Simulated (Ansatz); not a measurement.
Optical constants of HfTaO3

Computed with DFT PBEsol, scalar-relativistic, plane waves, PAW in Ansatz 0.2.0. Plane waves to 420 eV; Γ-centred k mesh 10×10×10; Fermi-Dirac smearing of 0.15 eV. No spin polarisation.

The cell, relaxed at this level:
```yaml
crystal:
  lattice:
    - [3.96469, 0.00000, 0.00000]
    - [0.00000, 3.96469, 0.00000]
    - [0.00000, 0.00000, 3.96469]
  atoms:
    - { symbol: Hf, position: [0.00000, 0.00000, 0.00000] }
    - { symbol: Ta, position: [0.50000, 0.50000, 0.50000] }
    - { symbol: O, position: [0.00000, 0.50000, 0.50000] }
    - { symbol: O, position: [0.50000, 0.00000, 0.50000] }
    - { symbol: O, position: [0.50000, 0.50000, 0.00000] }
```

The cell was built by swapping an element in a database structure (itself possibly hypothetical) and relaxing; it need not be the stable form of this composition. In a metal these results depend on the k mesh and the smearing. Spin polarisation was left out, and a magnetic state may lie lower. Spin–orbit coupling is left out, which matters for heavy elements. A semilocal functional can close a gap that the real compound has.

Independent-particle response (no local fields, no excitons) on a 14×14×14 mesh, broadened by 0.1 eV; the Drude term is undamped and its weight carries the smearing above, which sets much of it in a semimetal. The run couldn't bound its error over part or most of this range, so small peaks and near ties are unsure. Light polarised along y. ε₁ lacks the small share of bands above those solved.

**Question.** Tabulate n, κ, the reflectivity and the absorption coefficient against photon energy.

**Answer.**
```csv
E (eV),n,κ,R,α (10⁵ cm⁻¹)
0.2,3.05,34.41,0.99,6.98
0.7,1.40,10.89,0.95,7.73
1.2,1.05,6.52,0.91,7.93
1.7,0.54,4.61,0.91,7.94
2.2,0.68,3.21,0.79,7.16
2.7,0.54,2.85,0.80,7.79
3.2,0.20,2.03,0.86,6.59
3.7,0.03,0.98,0.94,3.67
4.2,1.26,0.02,0.01,0.07
4.7,2.19,0.31,0.15,1.50
5.2,2.07,1.28,0.25,6.75
5.7,1.91,1.25,0.24,7.24
6.2,1.61,1.33,0.25,8.35
6.7,1.67,1.07,0.19,7.26
7.2,1.68,0.98,0.18,7.17
7.7,1.97,1.09,0.21,8.54
8.2,1.57,1.24,0.23,10.28
8.7,1.64,1.16,0.21,10.19
9.2,1.81,1.18,0.22,10.96
9.7,1.76,1.33,0.25,13.08
10.2,1.60,1.63,0.32,16.89
10.7,1.22,1.63,0.36,17.71
11.2,0.99,1.51,0.36,17.13
11.7,0.84,1.31,0.34,15.56
```

**Question.** Where is the highest local maximum of ε₂ between 0.3 and 12 eV?

**Answer.** At 5.1 eV, where ε₂ = 5.7.

Symmetry holds off the tilts and polar distortions that many cubic perovskites undergo.